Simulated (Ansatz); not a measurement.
Space group I4/mmm (No. 139). a = 4.563 Å, b = 4.563 Å, c = 11.670 Å, α = 90.00°, β = 90.00°, γ = 90.00°
```csv
atom,site,symmetry,x,y,z
Ba,2a,4/mmm,0.0000,0.0000,0.0000
In,4d,-4m2,0.0000,0.5000,0.2500
Pt,4e,4mm,0.0000,0.0000,0.3841
```

Equation of state of this BaIn$_{2}$Pt$_{2}$ structure (not necessarily the ground state), with shape and atoms relaxed at each volume where symmetry leaves them free. It has no gap at any of these volumes. Method: DFT r2SCAN, scalar-relativistic, plane waves, PAW in Ansatz 0.2.0.

Cutoff 500 eV; k points 12×12×12 on the computed 5-atom cell (Γ-centred); Gaussian smearing, width 0.10 eV; no spin polarisation.

```json
{"V (Å³/atom)": "22.837", "E − E(largest V) (meV/atom)": "5.28", "P (GPa)": "5.97"}
{"V (Å³/atom)": "23.565", "E − E(largest V) (meV/atom)": "-14.29", "P (GPa)": "2.73"}
{"V (Å³/atom)": "24.294", "E − E(largest V) (meV/atom)": "-20.27", "P (GPa)": "0.00"}
{"V (Å³/atom)": "25.023", "E − E(largest V) (meV/atom)": "-14.85", "P (GPa)": "-2.29"}
{"V (Å³/atom)": "25.752", "E − E(largest V) (meV/atom)": "0.00", "P (GPa)": "-4.17"}
```

Q: Fit a third-order Birch–Murnaghan equation to E(V).

A: V0 = 24.29 Å³/atom, B0 = 83 GPa, B0' = 5.1.

Spin-orbit coupling is left out, which matters for the bands of heavy elements.

Cost: 5 runs of about 15 core-minutes in all, on Intel Xeon 6975P-C (Granite Rapids) (shared hosts).